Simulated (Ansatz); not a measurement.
Tc (dhcp (α-La type), P6_3/mmc), a = 2.7293 Å, b = 2.7293 Å, c = 8.7436 Å, α = 90.00°, β = 90.00°, γ = 120.00°.

Relaxed with PBE+D3(BJ).

Q: Which orbitals make up the states near the Fermi level in PBE+D3(BJ) (plane waves, PAW; program Ansatz)?

A: Within 0.5 eV of the Fermi level: Tc 4d 90 %, Tc 5s 6 %. Projections are on Löwdin-orthogonalised atomic valence shells; empty p or d shells of many metals are not among them.

Q: Tabulate the density of states.

A: States/eV per cell of 4 atoms, in 0.25 eV bins, energy from the Fermi level.

```
E (eV)  total  Tc 4d  Tc 5s  Tc 4p
------  -----  -----  -----  -----
-7.55    0.00   0.00   0.00   0.00
-7.30    0.08   0.00   0.07   0.00
-7.05    0.15   0.00   0.13   0.00
-6.80    0.21   0.00   0.18   0.00
-6.55    0.25   0.00   0.22   0.00
-6.30    0.32   0.01   0.27   0.01
-6.05    0.39   0.02   0.33   0.01
-5.80    0.74   0.28   0.42   0.01
-5.55    2.17   1.48   0.63   0.02
-5.30    4.13   2.98   1.06   0.04
-5.05    4.84   3.58   1.15   0.05
-4.80    5.88   4.73   1.04   0.05
-4.55    6.10   5.20   0.81   0.05
-4.30    6.06   5.20   0.76   0.06
-4.05    5.13   4.55   0.48   0.05
-3.80    3.68   3.35   0.25   0.04
-3.55    4.13   3.81   0.22   0.04
-3.30    3.20   2.93   0.18   0.03
-3.05    4.23   3.84   0.27   0.04
-2.80    4.60   4.14   0.34   0.04
-2.55    4.58   4.21   0.26   0.04
-2.30    4.88   4.51   0.25   0.04
-2.05    6.53   6.04   0.31   0.05
-1.80    5.53   5.03   0.31   0.04
-1.55    4.50   4.09   0.25   0.03
-1.30    6.48   5.97   0.34   0.03
-1.05    6.09   5.58   0.35   0.03
-0.80    5.14   4.59   0.36   0.03
-0.55    5.51   4.93   0.36   0.03
-0.30    4.04   3.62   0.24   0.02
-0.05    3.36   3.01   0.20   0.02
0.20     3.43   3.09   0.18   0.01
0.45     3.48   3.14   0.18   0.01
0.70     3.88   3.55   0.18   0.01
0.95     4.30   4.01   0.14   0.01
1.20     3.75   3.49   0.12   0.01
1.45     3.28   3.03   0.12   0.01
1.70     3.20   2.98   0.11   0.01
```

The first step of the workflow began from a Materials Project structure, measured or hypothetical. Its sites differ from those of the usual phase in this space group: another stacking or structure type. Symmetry was held in the PBE+D3(BJ) relaxation; whether a distortion lowers the energy is not shown. No spin polarisation was allowed. The pairwise dispersion correction was not fitted to metals. Axis ratios of metals converge slowly with the k-mesh, so a and c are less sure than the volume. Scalar-relativistic: spin–orbit coupling is off unless named, which matters more the heavier the elements.

Potentials: the later of the program's two PAW sets.
